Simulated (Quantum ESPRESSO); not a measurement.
pw.x input (Quantum ESPRESSO 7.5; LDA, PseudoDojo standard norm-conserving files, scalar-relativistic):

```
&CONTROL
  calculation = 'scf'
  pseudo_dir = './pseudo'
  outdir = './out'
  tprnfor = .true.
  tstress = .true.
/
&SYSTEM
  ibrav = 0
  nat = 5
  ntyp = 3
  ecutwfc = 84.0
  ecutrho = 336.0
  occupations = 'smearing'
  smearing = 'fd'
  degauss = 0.002
  nbnd = 24
/
&ELECTRONS
  conv_thr = 5e-10
/
ATOMIC_SPECIES
O 15.9990 O.upf
Ti 47.8670 Ti.upf
Ba 137.3270 Ba.upf
CELL_PARAMETERS angstrom
  4.007680000000   0.000000000000   0.000000000000
  0.000000000000   4.007680000000   0.000000000000
  0.000000000000   0.000000000000   4.007680000000
ATOMIC_POSITIONS crystal
O   0.500000000000   0.000000000000   0.000000000000
O   0.000000000000   0.500000000000   0.000000000000
O   0.000000000000   0.000000000000   0.500000000000
Ti   0.000000000000   0.000000000000   0.000000000000
Ba   0.500000000000   0.500000000000   0.500000000000
K_POINTS automatic
8 8 8 0 0 0
```

End of the output:

```

[...]
     the Fermi energy is    10.7890 ev
!    total energy              =    -274.61545224 Ry
     estimated scf accuracy    <          3.0E-12 Ry
     smearing contrib. (-TS)   =      -0.00000000 Ry
     internal energy E=F+TS    =    -274.61545224 Ry
     The total energy is F=E-TS. E is the sum of the following terms:
     one-electron contribution =     -71.43996574 Ry
     hartree contribution      =      59.12125624 Ry
     xc contribution           =     -55.23454344 Ry
     ewald contribution        =    -207.06219930 Ry
     convergence has been achieved in  16 iterations
     Forces acting on atoms (cartesian axes, Ry/au):
     atom    1 type  1   force =     0.00000000    0.00000000    0.00000000
     atom    2 type  1   force =     0.00000000    0.00000000    0.00000000
     atom    3 type  1   force =     0.00000000    0.00000000    0.00000000
     atom    4 type  2   force =     0.00000000    0.00000000    0.00000000
     atom    5 type  3   force =     0.00000000    0.00000000    0.00000000
     Total force =     0.000000     Total SCF correction =     0.000000
     Computing stress (Cartesian axis) and pressure
          total   stress  (Ry/bohr**3)                   (kbar)     P=      -98.88
  -0.00067221   0.00000000   0.00000000          -98.88        0.00        0.00
   0.00000000  -0.00067221   0.00000000            0.00      -98.88        0.00
   0.00000000   0.00000000  -0.00067221            0.00        0.00      -98.88
```
In a gapped system the printed Fermi energy is only some level inside the gap.

Geometry of the Materials Project entry, not relaxed at this level.
